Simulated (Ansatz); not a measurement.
**Data sheet: Bi2LiTe3 (DFT)**

Bi2LiTe3:
```cif
data_Bi2LiTe3
_chemical_formula_sum 'Te3 Bi2 Li1'
_space_group_name_H-M_alt 'P 1'
_space_group_IT_number 1
_cell_length_a 4.59793
_cell_length_b 4.59793
_cell_length_c 10.23397
_cell_angle_alpha 90.000
_cell_angle_beta 90.000
_cell_angle_gamma 120.000
loop_
_space_group_symop_operation_xyz
  'x, y, z'
loop_
_atom_site_label
_atom_site_type_symbol
_atom_site_fract_x
_atom_site_fract_y
_atom_site_fract_z
_atom_site_occupancy
Te1 Te 0.33333 0.66667 0.65885 1
Bi1 Bi 0.66667 0.33333 0.82166 1
Te2 Te 0.00000 0.00000 0.00000 1
Bi2 Bi 0.33333 0.66667 0.17834 1
Te3 Te 0.66667 0.33333 0.34115 1
Li1 Li 0.00000 0.00000 0.50000 1
```

Space group P-3m1 (No. 164); conventional cell a = b = 4.5979 Å, c = 10.2340 Å, α = β = 90.00°, γ = 120.00°.

Method: plane-wave PAW r²SCAN+D4 (Ansatz code). Structure relaxed to zero pressure with the same functional. Other levels are named where they apply.

Cell and energy:

* **Volume per atom**: 31.23 Å³
* **Density**: 7.16 g/cm³
* **Formation energy from the elements (no fitted shifts)**: -0.36 eV/atom

Electronic structure:

Electronic character: metallic (no gap)
Density of states at the Fermi level: 0.75 states/eV per atom (mean over ±0.08 eV)
Gap with spin–orbit coupling: none (metallic)

Charges:

Bader charges: Te -0.84 to -0.59, Bi +0.68, Li +0.90 e

A made-up cell: these elements were put on the sites of a structure type; neither database checked (COD, Materials Project) lists it. Whether it is the stable phase at ambient conditions was not checked. The cell was relaxed with r²SCAN+D4 under the symmetry of its start; its stability against distortions is not shown here. With an odd number of electrons in the cell and no spin polarisation, the count alone makes it a metal. The references are the lowest solids computed at this level, not always the standard phases. Scalar-relativistic: spin–orbit coupling is off unless named, which matters more the heavier the elements.

Potentials: the later of the program's two PAW sets.
